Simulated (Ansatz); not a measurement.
## Hf2Ga (space group I4/mcm), energy against volume

Hf2Ga (space group I4/mcm)

```xyz
6
Lattice="-3.3095 3.3095 2.6179 3.3095 -3.3095 2.6179 3.3095 3.3095 -2.6179" Properties=species:S:1:pos:R:3 pbc="T T T"
Hf     4.3281     1.0185     0.0000
Hf    -1.0185     2.2910     2.6179
Hf     2.2910     1.0185     2.6179
Hf     1.0185     2.2910     0.0000
Ga     0.0000     0.0000     3.9269
Ga     0.0000     0.0000     1.3090
```

Equation-of-state scan: isotropic scaling of the cell above, V₀ being its volume. The atoms relax within the cell's symmetry.

Level of theory: PBEsol (plane waves to 420 eV, PAW, scalar-relativistic; Ansatz, a quantum-chemistry and plane-wave program). k mesh 11×11×11 (Γ-centred), Fermi-Dirac smearing 0.05 eV. The energy includes the smearing's −TS. Compression counts positive. With the shape held, the modulus is that of even scaling; a crystal free to change shape is softer. Hf2Ga is run without spin polarisation. Hf2Ga was relaxed with its symmetry unable to fall. Spin-orbit coupling is left out, though Hf is heavy. The zero of ΔE is the relaxed starting cell.

```tsv
V/V₀	ΔE (kJ/mol of atoms)	P (GPa)
0.900	8.6	16.3
0.925	4.6	11.4
0.950	2.0	7.2
0.975	0.5	3.4
1.000	0.0	0.0
1.025	0.4	-3.0
1.050	1.7	-5.6
1.075	3.6	-8.0
1.100	6.2	-10.0
```

What the scan shows:

```
Property                                                                      Result
---------------------------------------------------------------------  -------------
Pressure at the smallest volume                                             16.3 GPa
Energy cost of the largest compression                                   89 meV/atom
Energy cost of the largest expansion                                     65 meV/atom
Bulk modulus at fixed cell shape B₀ (third-order Birch-Murnaghan fit)        127 GPa
Pressure derivative B₀′ (fit)                                                    3.8
Equilibrium volume of the fit                                          19.12 Å³/atom
Pressure for 5 % compression (fit)                                           7.2 GPa
```

(A scan under strain: stresses follow from slopes of the energy per volume, elastic moduli from its curvatures.)
